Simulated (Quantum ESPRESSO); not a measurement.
## Ru3Ir5 (input and log of a self-consistent run)

Computed values, not a measurement. The program is pw.x of Quantum ESPRESSO 7.5 (plane-wave density functional theory). The cell is made up: eight metal atoms on a body-centred cubic lattice, with elements, volume, strain and displacements drawn at random and not relaxed, so it may be unstable or far from any real phase. PseudoDojo standard norm-conserving files set the functional (PBE unless stated); there is no spin polarisation or spin-orbit coupling, the Fermi-Dirac width of 0.25 eV means electrons at about 2900 K, and the masses in the input are unused placeholders. Heavy elements are run without spin-orbit coupling, which real alloys of them have. A spin test at this wide smearing found no moment, but such smearing suppresses magnetism that the real alloy may have.

Input:

```
&control calculation='scf', pseudo_dir='./dojo.nc.sr.pbe.v0_5.standard.upf', outdir='./o', disk_io='minimal', tprnfor=.true., tstress=.true. /
&system ibrav=0, nat=8, ntyp=2, nbnd=85, ecutwfc=84.00895049, nosym=.true., tot_charge=0,
 occupations='smearing', smearing='fd', degauss=0.0183746611
/
&electrons conv_thr=1.470e-08, electron_maxstep=70, mixing_beta=0.5 /
ATOMIC_SPECIES
Ir 1.0 Ir.upf
Ru 1.0 Ru.upf
CELL_PARAMETERS angstrom
-1.559 1.5374 1.5282
-1.6 1.465 -4.5532
-6.2244 -6.0244 -0.1134
ATOMIC_POSITIONS angstrom
Ru -0.016 0.0547 0.0058
Ru -3.1353 -3.0591 -0.1034
Ir -3.1092 -0.0707 -3.0728
Ir -6.2595 -3.0263 -3.1246
Ru -1.594 1.5094 -1.5104
Ir -4.6583 -1.511 -1.5253
Ir -3.1224 0.0094 -0.025
Ir -6.2053 -3.0282 -0.0803
K_POINTS automatic
9 5 3 1 1 1
```

The log is shortened where brackets say so; the opening notice, blank lines, dates and the lines on written files are dropped, and the path of the files is cut. It prints rydbergs, bohrs and kilobars, and counts compression as positive stress. Its total energy is the free energy E - TS of the whole cell.

```
     Program PWSCF v.7.5
     Parallel version (MPI & OpenMP), running on       4 processor cores
     Number of MPI processes:                 4
     Threads/MPI process:                     1
     [start-up lines left out]
     bravais-lattice index     =            0
     lattice parameter (alat)  =       5.0458  a.u.
     unit-cell volume          =     775.9295 (a.u.)^3
     number of atoms/cell      =            8
     number of atomic types    =            2
     number of electrons       =       133.00
     number of Kohn-Sham states=           85
     kinetic-energy cutoff     =      84.0090  Ry
     charge density cutoff     =     336.0358  Ry
     scf convergence threshold =      1.5E-08
     mixing beta               =       0.5000
     number of iterations used =            8  plain     mixing
     Exchange-correlation= PBE
                           (   1   4   3   4   0   0   0)
     [axes and pseudopotential details left out]
   Cartesian axes
     site n.     atom                  positions (alat units)
         1        Ru     tau(   1) = (  -0.0059923   0.0204861   0.0021722  )
         2        Ru     tau(   2) = (  -1.1742223  -1.1456841  -0.0387250  )
         3        Ir     tau(   3) = (  -1.1644474  -0.0264783  -1.1508150  )
         4        Ir     tau(   4) = (  -2.3442875  -1.1334000  -1.1702150  )
         5        Ru     tau(   5) = (  -0.5969797   0.5652956  -0.5656701  )
         6        Ir     tau(   6) = (  -1.7446113  -0.5658948  -0.5712504  )
         7        Ir     tau(   7) = (  -1.1693910   0.0035205  -0.0093629  )
         8        Ir     tau(   8) = (  -2.3239887  -1.1341116  -0.0300737  )
     number of k points=    68  Fermi-Dirac smearing, width (Ry)=  0.0184
                       cart. coord. in units 2pi/alat
        k(    1) = (  -0.0923353   0.0218919  -0.0191520), wk =   0.0296296
        k(    2) = (   0.0506964   0.1696401  -0.0218752), wk =   0.0296296
     [further k points left out]
     Dense  grid:    80763 G-vectors     FFT dimensions: (  30,  60,  96)
     Estimated max dynamical RAM per process >     377.40 MB
     Estimated total dynamical RAM >       1.42 GB
     Initial potential from superposition of free atoms
     starting charge     132.9969, renormalised to     133.0000
     Starting wfcs are   80 randomized atomic wfcs +    5 random wfcs
     total cpu time spent up to now is        5.7 secs
     per-process dynamical memory:   315.8 Mb
     Self-consistent Calculation
     iteration #  1     ecut=    84.01 Ry     beta= 0.50
     Davidson diagonalization with overlap
     ethr =  1.00E-02,  avg # of iterations =  3.0
     total cpu time spent up to now is       22.7 secs
     total energy              =   -1755.26873757 Ry
     estimated scf accuracy    <       4.13096726 Ry
     iteration #  2     ecut=    84.01 Ry     beta= 0.50
     Davidson diagonalization with overlap
     ethr =  3.11E-03,  avg # of iterations =  3.1
     total cpu time spent up to now is       40.0 secs
     total energy              =   -1754.12306661 Ry
     estimated scf accuracy    <      67.94230512 Ry
     iteration #  3     ecut=    84.01 Ry     beta= 0.50
     Davidson diagonalization with overlap
     ethr =  3.11E-03,  avg # of iterations =  3.3
     total cpu time spent up to now is       56.5 secs
     total energy              =   -1756.95585600 Ry
     estimated scf accuracy    <      18.88909183 Ry
     iteration #  4     ecut=    84.01 Ry     beta= 0.50
     Davidson diagonalization with overlap
     ethr =  3.11E-03,  avg # of iterations =  2.0
     total cpu time spent up to now is       69.7 secs
     total energy              =   -1757.63693382 Ry
     estimated scf accuracy    <       8.16146317 Ry
     iteration #  5     ecut=    84.01 Ry     beta= 0.50
     Davidson diagonalization with overlap
     ethr =  3.11E-03,  avg # of iterations =  1.0
     total cpu time spent up to now is       81.7 secs
     total energy              =   -1757.73515847 Ry
     estimated scf accuracy    <       2.98957922 Ry
     [iterations 6 to 17 left out]
     iteration # 18     ecut=    84.01 Ry     beta= 0.50
     Davidson diagonalization with overlap
     ethr =  1.17E-10,  avg # of iterations =  2.1
     total cpu time spent up to now is      266.2 secs
     total energy              =   -1757.83570496 Ry
     estimated scf accuracy    <       0.00000248 Ry
     iteration # 19     ecut=    84.01 Ry     beta= 0.50
     Davidson diagonalization with overlap
     ethr =  1.17E-10,  avg # of iterations =  2.0
     total cpu time spent up to now is      280.0 secs
     total energy              =   -1757.83570508 Ry
     estimated scf accuracy    <       0.00000003 Ry
     iteration # 20     ecut=    84.01 Ry     beta= 0.50
     Davidson diagonalization with overlap
     ethr =  2.63E-11,  avg # of iterations =  1.7
     total cpu time spent up to now is      293.5 secs
     total energy              =   -1757.83570509 Ry
     estimated scf accuracy    <       0.00000004 Ry
     iteration # 21     ecut=    84.01 Ry     beta= 0.50
     Davidson diagonalization with overlap
     ethr =  2.63E-11,  avg # of iterations =  1.0
     total cpu time spent up to now is      305.9 secs
     total energy              =   -1757.83570509 Ry
     estimated scf accuracy    <       0.00000002 Ry
     iteration # 22     ecut=    84.01 Ry     beta= 0.50
     Davidson diagonalization with overlap
     ethr =  1.63E-11,  avg # of iterations =  1.1
     total cpu time spent up to now is      318.4 secs
     End of self-consistent calculation
     [lines on levels left out]
!    total energy              =   -1757.83570508 Ry
     estimated scf accuracy    <          7.5E-09 Ry
     smearing contrib. (-TS)   =      -0.20260621 Ry
     internal energy E=F+TS    =   -1757.63309887 Ry
     The total energy is F=E-TS. E is the sum of the following terms:
     one-electron contribution =    -286.20846908 Ry
     hartree contribution      =     239.20793140 Ry
     xc contribution           =    -321.08458260 Ry
     ewald contribution        =   -1389.54797860 Ry
     convergence has been achieved in  22 iterations
     Forces acting on atoms (cartesian axes, Ry/au):
     atom    1 type  2   force =    -0.01732717    0.01208620    0.00886411
     atom    2 type  2   force =     0.02584082   -0.00712659    0.00298155
     atom    3 type  1   force =     0.00317097   -0.00412070   -0.02801108
     atom    4 type  1   force =     0.00981979   -0.00638045    0.02905294
     atom    5 type  2   force =    -0.01504466    0.00766810   -0.01083527
     atom    6 type  1   force =    -0.01894389    0.02114011   -0.00620157
     atom    7 type  1   force =     0.02798316    0.00231580    0.03090098
     atom    8 type  1   force =    -0.01549903   -0.02558247   -0.02675167
     Total force =     0.087439     Total SCF correction =     0.000571
     Computing stress (Cartesian axis) and pressure
          total   stress  (Ry/bohr**3)                   (kbar)     P=      110.95
   0.00131845   0.00016884  -0.00015265          193.95       24.84      -22.46
   0.00016884   0.00038916  -0.00032627           24.84       57.25      -48.00
  -0.00015265  -0.00032627   0.00055505          -22.46      -48.00       81.65
     init_run     :      5.17s CPU      5.40s WALL (       1 calls)
     electrons    :    304.95s CPU    312.68s WALL (       1 calls)
     forces       :      2.79s CPU      2.79s WALL (       1 calls)
     stress       :      9.86s CPU      9.87s WALL (       1 calls)
     [timing details left out]
     PWSCF        :   5m23.10s CPU   5m31.16s WALL
     JOB DONE.
```

In other units: free energy -23916.573 eV for the cell, pressure 11.09 GPa, largest force component 0.794 eV/Å in size. The run took 333 s of wall time with four MPI processes on a shared machine (Intel Xeon, 2023 or later, virtual cores), so the time is rough. A rerun of this cell at a higher cutoff and on a denser mesh moved values by no more than 0.013 eV in energy, 0.26 GPa in stress and 0.005 eV/Å in force, and a second program with other atomic files agreed on that cell to 2 % rms in force and 0.5 GPa in pressure.